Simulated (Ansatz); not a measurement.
# Zn5Se2S3: rattling a relaxed structure

The structure comes from a generated guess, relaxed at this level; another structure or a mixture of phases may lie lower.

All numbers below come from DFT PBE, scalar-relativistic, plane waves, PAW (Ansatz 0.2.0). Plane waves to 420 eV, a k mesh through Γ of 10×10×10 on the computed 10-atom cell and Gaussian smearing (0.02 eV); no spin polarisation.

The cell below (10 atoms, space group I-4m2 (No. 119)) is relaxed within its symmetry.

```cif
data_structure
_symmetry_space_group_name_H-M 'P 1'
_symmetry_Int_Tables_number 1
_cell_length_a 14.1631
_cell_length_b 14.1631
_cell_length_c 14.1631
_cell_angle_alpha 164.042
_cell_angle_beta 164.042
_cell_angle_gamma 22.642
_cell_volume 214.70
loop_
_atom_site_label
_atom_site_type_symbol
_atom_site_fract_x
_atom_site_fract_y
_atom_site_fract_z
_atom_site_occupancy
Zn1 Zn 0.70224 0.70224 0.00000 1
Zn2 Zn 0.29776 0.29776 0.00000 1
Zn3 Zn 0.89348 0.89348 0.00000 1
Zn4 Zn 0.50000 0.50000 0.00000 1
Zn5 Zn 0.10652 0.10652 0.00000 1
Se1 Se 0.44678 0.94678 0.50000 1
Se2 Se 0.05322 0.55322 0.50000 1
S1 S 0.25000 0.75000 0.50000 1
S2 S 0.84562 0.34562 0.50000 1
S3 S 0.65438 0.15438 0.50000 1
```

For the test it was strained at random (σ = 1.5 % a component), the atoms were moved at random (σ = 0.15 Å), and all was relaxed again on a coarse 4×4×4 mesh (in the run’s order of axes) with 0.10 eV smearing, with no symmetry imposed.

Problem. Is the structure stable against such a distortion?

Solution. It returns, within 1 meV/atom of the unmoved cell on that mesh and with the same symmetry when read at 0.1 Å. So it is stable against the distortions that fit this cell and that this random move excites. Modes that don't fit the cell aren't tested.
